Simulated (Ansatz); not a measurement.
KMgF₃ (cubic perovskite, Pm-3m), r²SCAN in the plane-wave PAW code Ansatz. The conduction-band minimum lies at Γ, with 1 equivalent valley. Second derivatives d²E/dk² of the lowest band at one valley (eV·Å²), along Cartesian directions:

| direction | d²E/dk² |
|---|---|
| [100] | 14.73 |
| [010] | 14.73 |
| [001] | 14.73 |
| [110] | 14.73 |
| [101] | 14.73 |
| [011] | 14.73 |

Q: Find the principal effective masses, the density-of-states mass and the conductivity mass.

A: Off-diagonal terms follow from H_xy = H[110] − (H_xx + H_yy)/2, and m*/mₑ = 7.620 eV·Å² over each eigenvalue: 0.52, 0.52, 0.52. One valley's DOS mass (m₁m₂m₃)^(1/3) = 0.52, conductivity mass 3/(Σ 1/mᵢ) = 0.52 mₑ.

Q: What effective density of states Nc follows at 300 K for parabolic valleys?

A: Nc = 2.509e19 × 1 × (0.52)^(3/2) ≈ 9.4e18 cm⁻³.

Q: With the computed static dielectric constant 6.15 (mean of the diagonal), estimate a hydrogenic donor's binding energy and radius.

A: E = 13.606 eV × 0.52/6.15² ≈ 190 meV; a = 0.529 Å × ε/m* ≈ 6.3 Å. Semilocal masses tend to be too small where the gap is.

Symmetry was held in the r²SCAN relaxation; phonons on a q-mesh show no instability.

Potentials: the later of the program's two PAW sets.
